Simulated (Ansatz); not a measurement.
LiF (rock salt, Fm-3m), DFT-PBE in the program Ansatz with PAW potentials. The conduction-band minimum lies at Γ, with 1 equivalent valley. Second derivatives d²E/dk² of the lowest band at one valley (eV·Å²), along Cartesian directions:

| direction | d²E/dk² |
|---|---|
| [100] | 8.816 |
| [010] | 8.816 |
| [001] | 8.816 |
| [110] | 8.815 |
| [101] | 8.815 |
| [011] | 8.815 |

### Question
Find the principal effective masses, the density-of-states mass and the conductivity mass.

### Answer
Off-diagonal terms follow from H_xy = H[110] − (H_xx + H_yy)/2, and m*/mₑ = 7.620 eV·Å² over each eigenvalue: 0.86, 0.86, 0.86. One valley's DOS mass (m₁m₂m₃)^(1/3) = 0.86, conductivity mass 3/(Σ 1/mᵢ) = 0.86 mₑ.

### Question
What effective density of states Nc follows at 300 K for parabolic valleys?

### Answer
Nc = 2.509e19 × 1 × (0.86)^(3/2) ≈ 2.0e19 cm⁻³.

### Question
With the computed static dielectric constant 11.1 (mean of the diagonal), estimate a hydrogenic donor's binding energy and radius.

### Answer
E = 13.606 eV × 0.86/11.1² ≈ 95 meV; a = 0.529 Å × ε/m* ≈ 6.8 Å. Semilocal masses tend to be too small where the gap is.

### Question
With ε∞ = 2.05 and ω_LO = 619 cm⁻¹, what Fröhlich coupling constant follows?

### Answer
α = (1/ε∞ − 1/ε0) √(m* × 13.606 eV/ħω_LO) = 4.9.

Symmetry was held in the PBE relaxation; phonons on a q-mesh show no instability.

Potentials: the later of the program's two PAW sets.
